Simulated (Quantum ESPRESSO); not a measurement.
## Mg2AlS3F (convergence and cost over cutoff and k mesh)

Simulated, not a measurement. The program is pw.x of Quantum ESPRESSO 7.5 (plane-wave density functional theory). The cell is made up: 7 atoms on a wurtzite lattice with one site empty, with randomly drawn elements, strain and displacements, not relaxed. PseudoDojo standard norm-conserving files (v0.5 for PBE, v0.4.1 for LDA and PBEsol) set the functional; there is no spin polarisation, spin-orbit coupling or dispersion term, and the masses in the input are unused placeholders.

Input of the run in row 4:

```
&control calculation='scf', pseudo_dir='./dojo.nc.sr.pbe.v0_5.standard.upf', outdir='./o', disk_io='low', tprnfor=.true., tstress=.true. /
&system ibrav=0, nat=7, ntyp=4, nbnd=30, ecutwfc=84.00895049, nosym=.true., tot_charge=0,
 occupations='smearing', smearing='fd', degauss=0.0018374661
/
&electrons conv_thr=7.350e-09, electron_maxstep=60, /
ATOMIC_SPECIES
Al 1.0 Al.upf
F 1.0 F.upf
Mg 1.0 Mg.upf
S 1.0 S.upf
CELL_PARAMETERS angstrom
3.7712 -0.0186 0.0132
-0.0323 6.4872 -0.0234
0.0215 -0.0221 6.2916
ATOMIC_POSITIONS angstrom
Mg 0.0766 0.0245 0.1105
Mg 1.8322 3.2562 0.0155
Al 1.7599 1.1362 3.01
S -0.1171 0.0041 2.4057
F 1.8861 3.177 2.3104
S 1.8208 1.0709 5.3988
S -0.0092 4.3747 5.6052
K_POINTS automatic
5 4 4 1 1 1
```

The same cell was run at these settings. Meshes are shifted by half a step, and differences are from the last row, which is itself not exact.

| cutoff (eV) | k mesh | k points solved | threshold (eV) | free energy less the last row's (eV) | pressure (GPa) | largest stress difference (GPa) | largest force difference (eV/Å) | iterations | wall time (s) | k-point pools | processor |
| --- | --- | --- | --- | --- | --- | --- | --- | --- | --- | --- | --- |
| 800 | 2 x 2 x 2 | 4 | 1e-04 | 1.151 | -12.53 | 16.75 | 0.130 | 7 | 14 | 4 | AMD EPYC, older |
| 1143 | 2 x 2 x 2 | 4 | 1e-07 | -0.497 | 1.18 | 2.86 | 0.132 | 11 | 26 | 4 | AMD EPYC, older |
| 686 | 5 x 4 x 4 | 40 | 1e-07 | 7.762 | -43.44 | 45.36 | 0.067 | 10 | 48 | 4 | AMD EPYC, older |
| 1143 | 5 x 4 x 4 | 40 | 1e-07 | -0.001 | 1.77 | 0.04 | 0.011 | 11 | 114 | 4 | AMD EPYC, older |
| 1437 | 7 x 6 x 6 | 126 | 1e-07 | 0.000 | 1.78 | 0.00 | 0.000 | 11 | 470 | 4 | AMD EPYC, older |

Each pool is one process. Wall times include start-up and a band step at six k points, which weighs most on the coarsest meshes. The runs were on shared virtual cores whose load varied, so times are rough.